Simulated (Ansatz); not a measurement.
# Relaxing AuCu3-type EuRu3

Computed with Ansatz (plane waves, PAW, 420 eV cutoff): PBE+U (U_eff = 6 eV on Eu 4f), scalar-relativistic, collinear spin, 8×8×8 k-mesh, Gaussian smearing of 0.05 eV. The datasets are Ansatz's generated set soft_2.

This is a trial structure made by placing the elements on a prototype's sites, so it needn't be the stable form.

The start:

```xyz
4
Lattice="4.2530 0.0000 0.0000 0.0000 4.2530 0.0000 0.0000 0.0000 4.2530" Properties=species:S:1:pos:R:3 pbc="T T T"
Eu    0.0000    0.0000    0.0000
Ru    0.0000    2.1265    2.1265
Ru    2.1265    2.1265    0.0000
Ru    2.1265    0.0000    2.1265
```

Moments typed, the run going on from the state of an earlier one (μB, in the order of the atoms): 7.0, 0.0, 0.0, 0.0.

The first steps of the search for zero pressure:

```
run  level  k-mesh        kind  V (Å³/atom)  P (GPa)  gap on the mesh (eV)  largest moment (μB)
  1  PBE+U   4×4×4  fixed cell        19.23    -12.0                 metal                 6.68
```

**Question.** At which volume does PBE+U reach zero pressure?

**Answer.** 17.07 Å³/atom, about 11.3 % under the start.

The steps that followed:

```
run  level  k-mesh        kind  V (Å³/atom)  P (GPa)  E − E(final) (meV/atom)  gap on the mesh (eV)  largest moment (μB)
  2  PBE+U   4×4×4  fixed cell        17.69     -4.5                        –                 metal                 6.63
  3  PBE+U   4×4×4  fixed cell        17.03      0.6                        –                 metal                 6.60
  4  PBE+U   4×4×4  fixed cell        17.10      0.0                        –                 metal                 6.60
  5  PBE+U   8×8×8  fixed cell        17.10     -0.3                      0.0                 metal                 6.59
  6  PBE+U   8×8×8  fixed cell        17.04      0.3                      0.0                 metal                 6.59
  7  PBE+U   8×8×8  fixed cell        17.07      0.0                      0.0                 metal                 6.59
```

The final structure (symmetry read at 0.01 Å). The structure is cubic, space group Pm-3m (No. 221). The conventional cell has a = 4.087 Å, b = 4.087 Å, c = 4.087 Å, α = 90.00°, β = 90.00°, γ = 90.00°. Eu (site symmetry m-3m) has 12 Ru at 2.89 Å as nearest neighbours. Ru (site symmetry 4/mmm) has 4 Eu at 2.89 Å and 8 Ru at 2.89 Å as nearest neighbours. (Neighbours are counted to 15 % beyond the shortest distance.)

- Of 4 converged starts of the open shells, 2 reached the lowest state found; the highest ended 6 meV/atom above it.
- Among 5 magnetic starts the lowest energy, to 0.5 meV/atom, came from: ferromagnetic. The next state (small parallel starting moments) lies 3.8 meV/atom higher.
- At the final geometry the gap, band path included, is zero (metallic) and the site spin moments are Eu 6.59; Ru -0.62 μB.
- The equation of state gives B0 = 146 GPa.
- The runs in the table took roughly 2.9 core-minutes.

Open d and f shells can converge to several self-consistent states; this is the one that the run reached. Scalar-relativistic only: spin–orbit splittings of the heavy atoms' levels are missing. Site moments are of spin, integrated over atomic spheres. A U of this size is made for insulators; in a metal, as here, it tends to take f weight out of the bonding and to swell the cell.
